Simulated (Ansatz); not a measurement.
Values for one crystal, relaxed and computed with DFT-r²SCAN in the program Ansatz with PAW potentials; other levels are named.

* **Volume per atom**: 23.87 Å³
* **Electronic character**: metallic (no gap)
* **Formation energy from the elements (no fitted shifts)**: -0.70 eV/atom
* **Density of states at the Fermi level**: 0.42 states/eV per atom (mean over ±0.08 eV)

Which of these materials gives this?
(A) YAl2Ge2, P-3m1 (Y on 1a, Al on 2d, Ge on 2d)
(B) LiLaGe2, Pnma (Ge on 4c, Ge on 4c, La on 4c, Li on 4c)
(C) LaNi2Ge2, I4/mmm (La on 2a, Ni on 4d, Ge on 4e)
(D) YSnGe, Cmcm (Y on 4c, Sn on 4c, Ge on 4c)

D, YSnGe, Cmcm (Y on 4c, Sn on 4c, Ge on 4c)

The workflow started from a Materials Project entry (that database holds measured and hypothetical structures alike); the Crystallography Open Database copy checked does not list it. Its standing as an ambient phase is unchecked. Symmetry was held in the r²SCAN relaxation; its stability against distortions is not shown here. No spin polarisation was allowed. The references are the lowest solids computed at this level, not always the standard phases. Scalar-relativistic: spin–orbit coupling is off unless named, which matters more the heavier the elements.

Potentials: the later of the program's two PAW sets.
